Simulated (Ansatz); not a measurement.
One crystal and one scan (energy against volume) at two levels, PBE (plane waves to 420 eV, PAW, scalar-relativistic; Ansatz, a quantum-chemistry and plane-wave program) and r2SCAN (plane waves to 500 eV, PAW, scalar-relativistic; Ansatz), each from its own relaxed cell and on its own mesh. The cell shown is that of PBE.

HfN (rock salt)

```
HfN
1.0
    0.00000     2.27401     2.27401
    2.27401     0.00000     2.27401
    2.27401     2.27401     0.00000
N Hf
1 1
Direct
  0.00000   0.00000   0.00000
  0.50000   0.50000   0.50000
```

E(V) scan at fixed shape, V₀ the volume above. Symmetry pins the atoms to their sites.

Energies are smeared free energies. HfN is run without spin polarisation. HfN was relaxed with its symmetry unable to fall. Spin-orbit coupling is left out, though Hf is heavy. The PAW data are Ansatz's earlier set. Both scans cover V/V₀ from 0.900 to 1.100.

ΔE (meV/atom), each from the relaxed starting cell of its own level:

```csv
V/V₀,PBE,r2SCAN
0.900,116,122
0.920,72,75
0.940,39,41
0.960,17,17
0.980,4,4
1.000,0,0
1.020,4,4
1.040,14,15
1.060,31,33
1.080,54,57
1.100,82,withheld
```

**Question.** Estimate the r2SCAN value at 1.100 from the PBE value there and the ratio of the two levels in the two nearest given rows on that side of the minimum.

**Answer.** At 1.080 and 1.060 the ratio r2SCAN/PBE averages 1.060, which gives 1.060 × 82 = 87 meV/atom. The calculation gives 86 meV/atom, +4.9 % against PBE.

(Under strain, the slope of the energy per volume gives the stress and its curvature an elastic modulus.)
